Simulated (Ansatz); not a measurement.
Mg:
```
CELL_PARAMETERS angstrom
     -1.77809     1.77809     1.77809
      1.77809    -1.77809     1.77809
      1.77809     1.77809    -1.77809
ATOMIC_POSITIONS crystal
  Mg 0.00000 0.00000 0.00000
```

Relaxed with PBEsol. Special points in fractions of this cell's reciprocal vectors: Γ (0.000, 0.000, 0.000); H (0.500, -0.500, 0.500); N (0.000, 0.000, 0.500); P (0.250, 0.250, 0.250).

**Question.** List the band energies nearest the Fermi level at these points for PBEsol in the plane-wave PAW code Ansatz.

**Answer.** In eV from the Fermi level; about four levels below and three above (degenerate sets whole), none deeper than 8.9 eV; … stands for higher levels left out; points with the same levels are listed once.

```
k        below              above
-  -----------  -----------------
Γ        -7.05  13.11 13.11 13.11
H            –     3.88 3.88 3.88
N  -1.53 -0.93        8.67 9.45 …
P            –     1.18 1.18 1.18
```

Space group Im-3m (bcc (W type)). The workflow started from a Materials Project entry (that database holds measured and hypothetical structures alike); the Crystallography Open Database copy checked does not list it. It is not the phase usual at ambient conditions (space group No. 194). The cell was relaxed with PBEsol under the symmetry of its start. At this level the phase is mechanically unstable.

Potentials: the earlier of the program's two PAW sets. The files were generated under PBE; for other functionals the program regenerates the frozen cores, and for LDA and PBEsol the local potential too.
